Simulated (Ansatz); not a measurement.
Ru (hcp, Mg type)

```
Ru
1.0
    2.72203     0.00000     0.00000
   -1.36102     2.35735     0.00000
    0.00000     0.00000     4.29074
Ru
2
Direct
  0.33333   0.66667   0.75000
  0.66667   0.33333   0.25000
```

In this cell atom 1 (Ru, nearest neighbour Ru at 2.659 Å; its periodic images, 2.7 Å or more away, move with it) is moved by s along Cartesian z, unit vector (0.000, 0.000, 1.000); all other atoms and the cell stay fixed.

Level of theory: PBE (plane waves to 420 eV, PAW, scalar-relativistic; Ansatz, a first-principles code). k mesh 16×16×9 (Γ-centred), Fermi-Dirac smearing 0.05 eV. E stands for the smeared free energy. Stress and pressure are positive under compression. With partly filled bands, energies and forces of such displacements shift with the k mesh and the smearing. F∥ is the force on the atom along that direction. Ru is run without spin polarisation. Ru was relaxed with its symmetry unable to fall. The PAW data are Ansatz's earlier set. The zero of ΔE is the undisplaced structure.

| s (Å) | ΔE (meV/cell) | P (GPa) | F∥ (eV/Å) |
|---|---|---|---|
| -0.530 | 2316 | 53.0 | 10.821 |
| -0.424 | 1341 | 33.3 | 7.557 |
| -0.318 | 690 | 18.4 | 4.888 |
| -0.212 | 282 | 7.9 | 2.874 |
| -0.106 | 66 | 1.9 | 1.274 |
| 0.000 | 0 | -0.1 | 0.000 |
| 0.106 | 66 | 1.9 | -1.274 |
| 0.212 | 282 | 7.9 | -2.874 |
| 0.318 | 690 | 18.4 | -4.888 |
| 0.424 | 1341 | 33.3 | -7.557 |
| 0.530 | 2316 | 53.0 | -10.821 |

Read from the data:

| Quantity | Value |
|---|---|
| Energy at s = 0.530 Å | 2316 meV/cell |
| Force along the line at s = -0.530 Å | 10.8 eV/Å |
| Symmetry of the curve | even: the same for both signs |
| Shape of the curve | a single well with its minimum at or next to zero displacement |
| Force constant k = d²E/ds² at s = 0 (finite differences) | 11.5 eV/Å² |
| Harmonic estimate at the end of the scan | ½ks² = 1616 meV/cell against the computed 2316 meV/cell, so the well is stiffer than harmonic there |
| Zone-centre optical wavenumber from k | 249 cm⁻¹ |

(A displaced cell: forces are minus the slopes of the energy, force constants its curvatures, and phonons follow from these.)
